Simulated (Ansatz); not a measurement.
KI:
Space group Fm-3m (No. 225); a = 6.8175 Å, b = 6.8175 Å, c = 6.8175 Å, α = 90.00°, β = 90.00°, γ = 90.00°

| atom | site | symmetry | x | y | z |
|---|---|---|---|---|---|
| K | 4a | m-3m | 0.0000 | 0.0000 | 0.0000 |
| I | 4b | m-3m | 0.5000 | 0.5000 | 0.5000 |
(The calculation used a cell of 2 atoms; values per cell refer to that cell.)

Relaxed with LDA.

**Question.** Decompose the optical modes at the zone centre into irreducible representations, and say which are infrared and Raman allowed.

**Answer.** Point group m-3m: Γ_opt = T1u. Infrared: T1u. Raman: none.

**Question.** Assign frequencies (DFPT, LDA (plane waves, PAW; program Ansatz); without the LO–TO term).

**Answer.** T1u 115 cm⁻¹.

The LDA relaxation kept the symmetry of its start; phonons on a q-mesh show no instability. Scalar-relativistic: spin–orbit coupling is off unless named, which matters more the heavier the elements.

Potentials: the later of the program's two PAW sets.
